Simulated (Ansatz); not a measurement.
All numbers below come from DFT PBE, scalar-relativistic, plane waves, PAW in Ansatz. Settings: cutoff 420 eV, Γ-centred meshes spaced at most about 0.3 Å⁻¹, and about 0.25 Å⁻¹ or finer for metals (2π included), Gaussian smearing. Collinear spin in cells that started with moments and kept them past the coarse steps, no spin elsewhere.

These are static total energies at zero pressure.

Two forms of NbSnTe4 were relaxed alike.

A. (no spin)

```
CELL_PARAMETERS angstrom
3.37258 0.00000 0.00000
0.00000 3.37258 0.00000
0.00000 0.00000 15.67895
ATOMIC_POSITIONS crystal
Nb 0.50000 0.50000 0.50000
Sn 0.00000 0.00000 0.00000
Te 0.50000 0.50000 0.15305
Te 0.00000 0.00000 0.61012
Te 0.00000 0.00000 0.38988
Te 0.50000 0.50000 0.84695
```

B. (site moments Nb 2.2; Te -0.2 μB)

```
CELL_PARAMETERS angstrom
6.09709 0.00000 0.00000
0.00000 6.09709 0.00000
0.00000 0.00000 5.73504
ATOMIC_POSITIONS crystal
Nb 0.50000 0.50000 0.50000
Sn 0.00000 0.00000 0.00000
Te 0.50000 0.50000 0.00000
Te 0.00000 0.50000 0.00000
Te 0.50000 0.00000 0.00000
Te 0.00000 0.00000 0.50000
```

Problem. Which is lower in energy, and by how much?

Solution. A is lower, by 0.76 eV/atom. A has space group P4/mmm (No. 123), 29.7 Å³/atom and no gap on its mesh; B has space group P4/mmm (No. 123), 35.5 Å³/atom and no gap. Counting Te atoms around Nb and Sn (those within 1.25 times the shortest such distance or 1.15 times the sum of covalent radii, 1.27 where that leaves under three; the shortest distance is added where it exceeds 1.18 times the sum of covalent radii), A has Nb 8, Sn 8 from 3.4 Å and B has Nb 2, Sn 6. Their magnetic states differ too. In A, around Nb lie 8 Te at 2.94 Å and 4 Nb at 3.37 Å; Sn has 4 Sn at 3.37 Å and 8 Te at 3.38 Å; Te on its first site is surrounded by 4 Te at 3.37 Å and 4 Sn at 3.38 Å; 1 more site not described. In B, Nb is surrounded by 2 Te at 2.87 Å; Sn is surrounded by 2 Te at 2.87 Å and 4 Te at 3.05 Å; Te on a site of symmetry 4/mmm is surrounded by 2 Nb at 2.87 Å and 4 Te at 3.05 Å; 2 more sites not described. Both come from invented guesses.

Weakly bound directions are ill-defined at this level, which has no dispersion term (P4/mmm at 29.7 Å³/atom), and this can change margins and order among such cells. Spin–orbit coupling, which can matter for Te, is left out. The magnetic state reached may not be the lowest. Cells relaxed within their symmetry can be saddle points. Some types were kept out of the candidates beforehand, so the set may lack a known form.
